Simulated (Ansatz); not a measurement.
CoGe (CsCl type, Pm-3m) at seven volumes, DFT-PBE in the program Ansatz with PAW potentials, scaled uniformly. One row is withheld.

```tsv
V (Å³/atom)	P (GPa)
11.442	17.62
11.819	11.22
12.196	4.99
12.573	0.00
12.950	-4.34
13.328	?
13.705	-10.92
```

### Question
Fit the shown pressures and predict the withheld one.

### Answer
P = (3/2)B₀(x^(7/2) − x^(5/2))[1 + (3/4)(B′ − 4)(x − 1)] with x = (V₀/V)^(2/3). Least squares on the six rows gives V₀ = 12.577 Å³/atom, B₀ = 154 GPa, B′ = 4.24. At V = 13.328, x = 0.9621 and P = -7.90 GPa. The run itself gave -7.99 GPa.

The cell is a constructed one: a structure type filled with these elements; neither database checked (COD, Materials Project) lists it. Whether it is the stable phase at ambient conditions was not checked. The cell was relaxed with PBE under the symmetry of its start; its stability against distortions is not shown here. Spin order of the final state: ferromagnetic, chosen from 4 collinear starts compared on coarse meshes (ties went to the first, and starts can fall back to one state), not a proven ground state.

Potentials: the later of the program's two PAW sets.
